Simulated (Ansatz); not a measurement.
**Stability checks on a candidate for Sn3SeS2**

The cell was found from a structure generator's guess, not taken from experiment.

Method: DFT PBE, scalar-relativistic, plane waves, PAW (Ansatz 0.2.0). Settings of the last relaxation (6-atom cell): 420 eV, 12×12×12 k points, Gaussian smearing of 0.01 eV, no spin polarisation.

```cif
data_structure
_symmetry_space_group_name_H-M 'I4/mmm'
_symmetry_Int_Tables_number 139
_cell_length_a 4.1915
_cell_length_b 4.1915
_cell_length_c 17.7599
_cell_angle_alpha 90.000
_cell_angle_beta 90.000
_cell_angle_gamma 90.000
_cell_volume 312.01
loop_
_atom_site_label
_atom_site_type_symbol
_atom_site_symmetry_multiplicity
_atom_site_Wyckoff_symbol
_atom_site_fract_x
_atom_site_fract_y
_atom_site_fract_z
_atom_site_occupancy
Sn1 Sn 4 e 0.50000 0.50000 0.32958 1
Sn2 Sn 2 b 0.50000 0.50000 0.00000 1
Se1 Se 2 a 0.00000 0.00000 0.00000 1
S1 S 4 e 0.50000 0.50000 0.16726 1
```

Energies over the elements count from the elements' standard structures at the same level, with no fitted energy shifts. The references include grey tin.

Problem. These tests were run: energy against the elements; phonons at Γ. What do they show?

Solution.

```
                       test                            result
energy against the elements                    −0.410 eV/atom
               phonons at Γ  imaginary modes down to 67i cm⁻¹
```

It fails one test: phonons at Γ. So it isn't even a local minimum.

The reference forms of S and Se are held partly by dispersion forces, which this level lacks. The run for the phonons used a 12×12×12 k mesh.
